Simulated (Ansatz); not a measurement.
Space group P6_3/mmc (No. 194). a = 3.405 Å, b = 3.405 Å, c = 5.074 Å, α = 90.00°, β = 90.00°, γ = 120.00°
```
atom site symmetry x y z
  Ni    2a      -3m.  0.0000  0.0000  0.0000
   S    2c      -6m2  0.3333  0.6667  0.2500
```

Equation of state of this NiS structure (not necessarily the ground state), with shape and atoms relaxed at each volume where symmetry leaves them free. It has no gap at any of these volumes. Level of theory: DFT PBEsol, scalar-relativistic, plane waves, PAW (Ansatz).

Cutoff 420 eV; k points 12×12×8 on the computed 4-atom cell (Γ-centred); Gaussian smearing, width 0.10 eV; no spin polarisation.

| V (Å³/atom) | E − E(largest V) (meV/atom) | P (GPa) |
| --- | --- | --- |
| 11.210 | 63.35 | 27.64 |
| 11.592 | 8.26 | 18.85 |
| 11.975 | -27.60 | 11.46 |
| 12.357 | -47.26 | 5.24 |
| 12.739 | -53.28 | 0.00 |
| 13.121 | -47.81 | -4.41 |
| 13.503 | -32.65 | -8.13 |
| 14.013 | 0.00 | -12.18 |

**Question.** Fit a third-order Birch–Murnaghan equation to E(V).

**Answer.** V0 = 12.74 Å³/atom, B0 = 160 GPa, B0' = 4.7.

Spin polarisation was left out, and a magnetic state may lie lower.